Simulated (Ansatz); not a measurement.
Data:

SnTe:
```cif
data_Sn4Te4
_chemical_formula_sum 'Sn4 Te4'
_space_group_name_H-M_alt 'Fm-3m'
_space_group_IT_number 225
_space_group_name_Hall '-F 4 2 3'
_cell_length_a 6.37416
_cell_length_b 6.37416
_cell_length_c 6.37416
_cell_angle_alpha 90.000
_cell_angle_beta 90.000
_cell_angle_gamma 90.000
loop_
_atom_site_label
_atom_site_type_symbol
_atom_site_symmetry_multiplicity
_atom_site_Wyckoff_symbol
_atom_site_fract_x
_atom_site_fract_y
_atom_site_fract_z
_atom_site_occupancy
Sn1 Sn 4 a 0.00000 0.00000 0.00000 1
Te1 Te 4 b 0.50000 0.50000 0.50000 1
```
(The calculation used a cell of 2 atoms; values per cell refer to that cell.)

This is the r²SCAN-relaxed structure.

Task: All from plane-wave PAW r²SCAN (Ansatz code), unless another level is named. Estimate the bulk modulus (Birch–Murnaghan fit).

Result: 43.8 GPa.

Task: What about the elastic constants (relaxed ions, GPa)?

Result: C11 = 126, C12 = 3.7, C44 = 18.4.

The r²SCAN relaxation kept the symmetry of its start. The volume moved by -29 % from the start of the relaxation. Scalar-relativistic: spin–orbit coupling is off unless named, which matters more the heavier the elements.

Potentials: the later of the program's two PAW sets.
